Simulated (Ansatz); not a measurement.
**Trigonal deformation path in GaPt3**

Theory: DFT LDA, scalar-relativistic, plane waves, PAW (Ansatz). Settings: plane waves to 420 eV, k-mesh 14×14×14 (Γ-centred), Gaussian smearing 0.15 eV. Spin–orbit coupling is left out, which can shift energies with elements as heavy as these. No spin polarisation. Energies are free energies at this smearing, counted from the undisturbed cell; pressure is positive in compression.

Reference structure (relaxed at this level; it needn't be the usual structure):

```
CELL_PARAMETERS angstrom
3.86389 0.00000 0.00000
0.00000 3.86389 0.00000
0.00000 0.00000 3.86389
ATOMIC_POSITIONS crystal
Ga 0.00000 0.00000 0.00000
Pt 0.00000 0.50000 0.50000
Pt 0.50000 0.50000 0.00000
Pt 0.50000 0.00000 0.50000
```

At fixed volume and fractional coordinates, lengths along (0.577, 0.577, 0.577) are scaled against those across it; ρ is that ratio over its starting value. The cell is metallic on the mesh throughout. At ρ = 0.500 the cell becomes cubic (Im-3m), and there the slope of the energy vanishes by symmetry.

(ρ, ΔE (meV/atom)): (0.500, 866.5), (0.710, 523.1), (1.000, 0.0), (2.000, 4459.8)